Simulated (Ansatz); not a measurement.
**NiTe (NiAs type): energy against volume**

NiTe (NiAs type)

```
NiTe
1.0
    3.97290     0.00000     0.00000
   -1.98645     3.44064     0.00000
    0.00000     0.00000     5.17540
Ni Te
2 2
Direct
  0.00000   0.00000   0.00000
  0.00000   0.00000   0.50000
  0.33333   0.66667   0.25000
  0.66667   0.33333   0.75000
```

Equation-of-state scan: isotropic scaling of the cell above, V₀ being its volume. Symmetry pins the atoms to their sites.

Calculation: PBEsol (plane waves to 420 eV, PAW, scalar-relativistic; Ansatz, a first-principles code). k mesh 14×14×9 (Γ-centred), Fermi-Dirac smearing 0.05 eV. The energy includes the smearing's −TS. Compression counts positive. With the shape held, the modulus is that of even scaling; a crystal free to change shape is softer. NiTe is run without spin polarisation. NiTe was relaxed with its symmetry unable to fall. Spin-orbit coupling is left out, though Te is heavy. ΔE is measured from the relaxed starting cell.

| V (Å³/atom) | ΔE (kJ/mol of atoms) | P (GPa) |
|---|---|---|
| 14.856 | 22.8 | 31.7 |
| 15.564 | 11.7 | 20.8 |
| 16.271 | 4.8 | 12.2 |
| 16.979 | 1.1 | 5.4 |
| 17.686 | 0.0 | 0.0 |
| 18.393 | 0.9 | -4.2 |
| 19.101 | 3.5 | -7.6 |
| 19.808 | 7.3 | -10.2 |
| 20.516 | 12.1 | -12.3 |

What the scan shows:

```yaml
pressure_at_the_smallest_volume: 31.7 GPa
energy_cost_of_the_largest_compression: 236 meV/atom
energy_cost_of_the_largest_expansion: 125 meV/atom
Bulk modulus at fixed cell shape B₀ (third-order Birch-Murnaghan fit): 119 GPa
Pressure derivative B₀′ (fit): 4.9
equilibrium_volume_of_the_fit: 17.69 Å³/atom
Pressure for 5 % compression (fit): 6.9 GPa
```

The 9 points together took around 2.3 core-minutes (rough).

(Under strain, the slope of the energy per volume gives the stress and its curvature an elastic modulus.)
